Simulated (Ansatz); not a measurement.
SrTiO3 (Pm-3m) from a database of computed structures, relaxed with r2SCAN, was run in Ansatz under altered settings. All numbers are computed, without spin polarisation but where a row says otherwise.

```
Sr Ti O
1.0
     3.90685    0.00000    0.00000
     0.00000    3.90685    0.00000
     0.00000    0.00000    3.90685
Sr Ti O
1 1 3
Direct
  0.00000 0.00000 0.00000
  0.50000 0.50000 0.50000
  0.50000 0.00000 0.50000
  0.50000 0.50000 0.00000
  0.00000 0.50000 0.50000
```

The base run's other keys:
```yaml
kpoints:
  mp_grid: { grid: [4, 4, 4] }
hamiltonian:
  xc: pbe
scf:
  occupations: { method: fixed }
  n_extra_bands: 5
```

It takes 6 iterations with 1189 plane waves at 420 eV and 10 k points, and leaves a mean stress of +4.10 GPa. The gap over this mesh is 1.865 eV. It ran on 4 threads of Intel(R) Xeon(R) 6975P-C (Granite Rapids), on a shared host.

Outcomes, with energy and stress as changes against the base:
```tsv
setting	outcome	ΔF (meV/atom)	Δ mean stress (GPa)	gap on the mesh (eV)	iterations	wall time
scf.n_extra_bands: 24	converged	0.0	0.00	1.865	6	0.6 s
crystal.symmetry.detect: false	converged	0.0	0.00	1.865	6	1.1 s
scf.mixing.ndim: 30	converged	0.0	0.00	1.865	7	0.46 s
scf.occupations: fermi_dirac 0.05	converged	0.0	0.00	1.865	6	0.44 s
scf.occupations: cold 0.5	converged	0.0	0.00	1.865	9	0.55 s
basis.ecutwfc: 250	converged, warned	+1243	-6.12	1.947	7	0.34 s
scf.n_extra_bands: 1	converged	0.0	0.00	1.865	6	0.37 s
basis.ecutwfc: 300	converged, warned	+311	-1.62	1.794	7	0.37 s
scf.occupations: gaussian 0.05	converged	0.0	0.00	1.865	6	0.43 s
basis.xc_grid: 1	converged	-0.1	0.00	1.865	6	0.45 s
magnetization.initial_magnetization: 0.5	refused	–	–	–	–	0.07 s
```
A dash marks a value that wasn't obtained or can't be compared. Stress is positive in compression. The base took 0.43 s.

- basis.ecutwfc: 250. 515 plane waves in place of 1189. The free energy moves by +1243 meV an atom, the mean stress by -6.12 GPa and the gap on the mesh by +0.082 eV (to 1.947). The basis is too small: these are errors of the cutoff. Warned: cutoff below recommended.
- basis.ecutwfc: 300. 739 plane waves in place of 1189. The free energy moves by +311 meV an atom, the mean stress by -1.62 GPa and the gap on the mesh by -0.071 eV (to 1.794). The basis is too small: these are errors of the cutoff. Warned: cutoff below recommended.
- magnetization.initial_magnetization: 0.5. The input is refused before any iteration. Error: inconsistent input (scf.occupations.method, magnetization): a σ = 0 step fill (method: fixed, or a smearing width below the step floor) with no hard lock on the total moment puts the same N_el/2 bands in each spin channel, which gives a total moment of zero, but the starting moments sum to +0.5000 μB […]

Within 1 meV an atom, 0.1 GPa and 0.005 eV of the base stay: scf.n_extra_bands: 24; crystal.symmetry.detect: false; scf.mixing.ndim: 30; scf.occupations: fermi_dirac 0.05; scf.occupations: cold 0.5; scf.n_extra_bands: 1; scf.occupations: gaussian 0.05; basis.xc_grid: 1.
